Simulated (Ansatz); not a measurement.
BAs:
```
CELL_PARAMETERS angstrom
      0.00000     2.40456     2.40456
      2.40456     0.00000     2.40456
      2.40456     2.40456     0.00000
ATOMIC_POSITIONS crystal
  As 0.75000 0.75000 0.75000
  B  0.00000 0.00000 0.00000
```

Relaxed with PBE.

Give the Bader charges and basin volumes of the independent atoms, DFT-PBE in the program Ansatz with PAW potentials.



```csv
atom,Bader charge (e),Bader volume (Å³)
As1,-0.12,18.6
B2,+0.12,9.2
```

Space group F-43m (zinc blende). The PBE relaxation kept the symmetry of its start.

Potentials: the later of the program's two PAW sets.
